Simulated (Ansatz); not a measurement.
CO2 on a (100) slab of Ir (Fm-3m (No. 225)), 4 planes, outer planes Ir (top) and Ir (bottom), 1 a cell of 29.5 Å², relaxed and still whole (its atoms last):

```yaml
crystal:
  lattice:
    - [5.43132, 0.00000, 0.00000]
    - [0.00000, 5.43132, 0.00000]
    - [0.00000, 0.00000, 26.23578]
  atoms:
    - { symbol: Ir, position: [0.25000, 0.25000, 0.30493] }
    - { symbol: Ir, position: [0.25000, 0.75000, 0.30493] }
    - { symbol: Ir, position: [0.75000, 0.25000, 0.30493] }
    - { symbol: Ir, position: [0.75000, 0.75000, 0.30493] }
    - { symbol: Ir, position: [0.50000, 0.50000, 0.37812] }
    - { symbol: Ir, position: [0.50000, 0.00000, 0.37812] }
    - { symbol: Ir, position: [0.00000, 0.50000, 0.37812] }
    - { symbol: Ir, position: [0.00000, 0.00000, 0.37812] }
    - { symbol: Ir, position: [0.75000, 0.75000, 0.45219] }
    - { symbol: Ir, position: [0.75000, 0.25000, 0.45212] }
    - { symbol: Ir, position: [0.25000, 0.75000, 0.45212] }
    - { symbol: Ir, position: [0.25000, 0.25000, 0.45203] }
    - { symbol: Ir, position: [0.00029, 0.00029, 0.52254] }
    - { symbol: Ir, position: [0.00029, 0.49971, 0.52254] }
    - { symbol: Ir, position: [0.49971, 0.00029, 0.52254] }
    - { symbol: Ir, position: [0.49971, 0.49971, 0.52254] }
    - { symbol: O, position: [0.75000, 0.75000, 0.73470] }
    - { symbol: C, position: [0.75000, 0.75000, 0.69010] }
    - { symbol: O, position: [0.75000, 0.75000, 0.64545] }
```

Computed with DFT PBE+D3(BJ), scalar-relativistic, plane waves, PAW in Ansatz 0.2.0. Settings: cutoff 420 eV, Γ-centred mesh 4×4×1 on the computed 19-atom cell, Gaussian smearing of 0.10 eV; no spin polarisation. The cell repeats along c with a dipole correction in the vacuum.

It binds with 0.12 eV a molecule against the clean slab and the free molecule (no zero-point or thermal terms); its shortest contact is O–Ir 3.75 Å. Take first-order desorption with no barrier to adsorption, no reaction on the face and an assumed prefactor of 10^13 s⁻¹.

**Question.** How long does a molecule stay at 573 K?

**Answer.** τ = ν⁻¹·exp(E/k_BT) with k_BT = 0.0494 eV: E/k_BT = 2.4, so τ ≈ 1×10^-12 s. At about one hit a site a second (10⁻⁶ mbar) the coverage is near τ × 1 s⁻¹, so a layer needs more than atmospheric pressure.

**Question.** Where does its peak lie in a desorption experiment heated at 1 K/s?

**Answer.** The peak obeys E/(k_B·T_p²) = (ν/β)·exp(−E/k_BT_p). Solving gives T_p ≈ 46 K (E/k_BT_p = 30.3). An error of 0.1 eV in E moves it by about 38 K, and larger molecules have larger prefactors, which lowers it.

**Question.** Is this physisorption or chemisorption?

**Answer.** The tightest contact, O–Ir 3.75 Å, is 1.81 times the sum of covalent radii, and deformation and lateral interaction add up to +0.01 eV; under 0.01 e cross the plane between them. This is physisorption.